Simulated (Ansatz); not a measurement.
Ansatz input file:

```yaml
crystal:
  lattice:
    - [4.2329471887, 0.0, 0.0]
    - [-2.1144270624, 5.7163840087, 0.0]
    - [-0.0029581084, -0.5040876655, 6.7692714648]
  atoms:
    - { symbol: Hg, position: [0.010609, 0.003185, 0.999566] }
    - { symbol: C, position: [0.262111, 0.519019, 0.225461] }
    - { symbol: C, position: [0.74083, 0.483907, 0.777581] }
    - { symbol: S, position: [0.138267, 0.25292, 0.326201] }
    - { symbol: S, position: [0.882621, 0.748933, 0.67735] }
    - { symbol: "N", position: [0.352722, 0.711071, 0.158095] }
    - { symbol: "N", position: [0.636789, 0.288524, 0.83967] }
basis:
  ecutwfc: 420
kpoints:
  mp_grid: { grid: [8, 6, 4] }
hamiltonian:
  xc: pbe
scf:
  occupations: { method: gaussian, width: 0.02 }
output:
  forces: true
  stress: true
  eigenvalues: true
```

Launched with
```bash
ansatz run input.yaml --threads 1 --pin off --max-ram 2560MiB --backend cpu --events-out ev --progress --plain --runs-dir out
```

Method: Ansatz, DFT PBE, scalar-relativistic, plane waves, PAW.

Abridged output (final results; tables in files aren't shown):

```
SCF 1 converged in 7 iterations: F = -16884.889497 eV  dr2 = 8.47e-8
SCF converged after 7 iterations
Free energy (F): -16884.889497 eV
Harris-Foulkes:  -16884.889497 eV  (|F-HF|=5.63e-9)
Internal energy: -16884.889497 eV  (E = F + TS)
E sigma→0 (E₀):  -16884.889497 eV
Fermi energy:    2.543143 eV
--- Per-component energies (eV) ---
  E_band       = -764.113963
  E_kinetic    = 1232.156124
  E_local      = -5818.451094  (includes V_loc(G=0)·N_el)
  E_nonlocal   = 279.822650
  E_hartree    = 2367.877724
  E_xc         = -618.807348
  E_vxc        = -692.053799  (∫ρ·V_xc dr)
  E_paw        = -11596.959987  (= ΣΔE_a)
  E_vpaw       = -501.344291  (= ΣTr[D̂ρ^β])
  E_aug_tail   = 0.001147  (compensation charges beyond the density's cutoff)
  E_ewald      = -2730.528712
  E_smearing   =  0.000000  (= −TS)
--- Forces (eV/Å), atoms counted from 1 ---
  atom   1  Hg     0.02832459     0.00151781     0.06836837
  atom   2  C     -0.04542962     2.37643898    -0.99200471
  atom   3  C     -0.07669142    -2.68294541     0.91354083
  atom   4  S     -0.05118839     0.98372416    -1.30703843
  atom   5  S     -0.03921099    -0.87406248     1.18975191
  atom   6  N      0.07525687    -3.57986166     1.46615416
  atom   7  N      0.10894067     3.77535957    -1.33884616
--- Stress (GPa, compression-positive) ---
       -0.165889      -0.024793      -0.011906
       -0.024793     -13.851929       3.650217
       -0.011906       3.650217      -4.616242
  P = ⅓ Tr σ = -6.2114 GPa (-62.114 kbar)
--- Band table (eV; the first three rows and the last of 100) ---
  k-point 0: bands = ["-111.8856", "-60.4642", "-60.3196", "-60.2757", "-14.8472", "-14.7058", "-11.7376", "-11.5743", "-5.5044", "-4.5579", "-4.3100", "-3.8500", "-3.8394", "-3.6518", "-3.5704", "-2.6705", "-1.7654", "-1.3536", "-1.2775", "-1.2348", "-1.1508", "0.1244", "0.4332", "1.1059", "1.5812", "3.4381", "5.8303", "5.9508", "6.7464", "7.1664", "7.2843"]
  k-point 1: bands = ["-111.8856", "-60.4642", "-60.3196", "-60.2757", "-14.8381", "-14.7148", "-11.7193", "-11.5959", "-5.4623", "-4.6532", "-4.2385", "-3.8495", "-3.8408", "-3.6519", "-3.5642", "-2.5654", "-1.7909", "-1.5018", "-1.3279", "-1.2621", "-1.1832", "0.1956", "0.4253", "1.1310", "1.5584", "3.7135", "5.8877", "6.0350", "6.8074", "7.2134", "7.2494"]
  k-point 2: bands = ["-111.8856", "-60.4642", "-60.3196", "-60.2757", "-14.8274", "-14.7255", "-11.6903", "-11.6283", "-5.4135", "-4.7375", "-4.1844", "-3.8491", "-3.8418", "-3.6519", "-3.5586", "-2.3882", "-1.9066", "-1.6876", "-1.3007", "-1.2711", "-1.2455", "0.2739", "0.4069", "1.1597", "1.5321", "4.0080", "5.8546", "6.2912", "6.8888", "7.1705", "7.1828"]
  k-point 99: bands = ["-111.8856", "-60.4642", "-60.3196", "-60.2760", "-14.7550", "-14.7436", "-11.6841", "-11.5781", "-5.3601", "-4.5933", "-4.0875", "-3.9513", "-3.9321", "-3.5630", "-3.1304", "-2.4591", "-2.3437", "-2.0101", "-1.3387", "-1.2732", "-1.0344", "-0.3787", "0.5085", "0.7760", "1.2024", "3.8329", "5.5912", "6.4074", "6.6149", "6.6787", "7.0029"]
```

The run converged.

The run took 43 s on 1 thread of Intel(R) Xeon(R) Processor @ 2.70GHz, on a shared host, peak memory 0.66 GiB.

Spin–orbit coupling is left out, which can shift energies with elements as heavy as these. The cell holds layers, and where no dispersion correction was added their binding is poorly described.